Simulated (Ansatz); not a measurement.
## BaZrO₃: the gap under pressure

BaZrO₃, Pm-3m, a = 4.181 Å. The structure is a Materials Project entry; whether it is the stable form wasn't checked. Ansatz: PBEsol, PAW, 420 eV, Γ-centred 6×6×6 mesh on 5 atoms, Gaussian smearing 0.02 eV; no spin polarisation. Cell and atoms are relaxed at each pressure, and no other structure is tried, so the rows at high pressure may lie past a change of phase. The gap is sought over the whole zone. The pressures are the targets, met within 0.05 GPa.

| P (GPa) | gap y (eV) |
| --- | --- |
| -2.0 | ? |
| 0.0 | 3.174 |
| 2.0 | 3.200 |
| 5.0 | 3.234 |
| 10.0 | 3.287 |
| 20.0 | 3.372 |
| 40.0 | 3.332 |

Task: Fit y = E0 + αP + βP² to the other rows and predict the missing gap.

Result: Least squares on the rows shown. y = 3.1690 + 0.015414 P − 0.00028259 P². So α = 15.4 meV/GPa, but the rows at 0 and 2 GPa alone give 13 meV/GPa, so the parabola doesn't give the slope at zero pressure. With a term in P³ added, the coefficient of P becomes 0.01178, 24 % less, which shows how far this figure hangs on the form. At P = -2.0 the fit asked for gives 3.137 eV. The run gave 3.146 eV, so the fit is 0.009 eV too low, within twice the rms miss on the fitted rows (0.005 eV). Note that among the fitted rows a band edge sits at another point of the zone at 40 GPa than at zero pressure, so one curve spans more than one gap.

Spin-orbit coupling is left out, which matters for the bands of heavy elements. Semilocal functionals give gaps under the measured ones; changes of the gap mostly carry over better.

Symmetry holds off the tilts and polar distortions that many cubic perovskites undergo.

Cost: 7 runs of about 1.3 core-minutes in all, on AMD EPYC 7R43 (Zen 3) (shared hosts).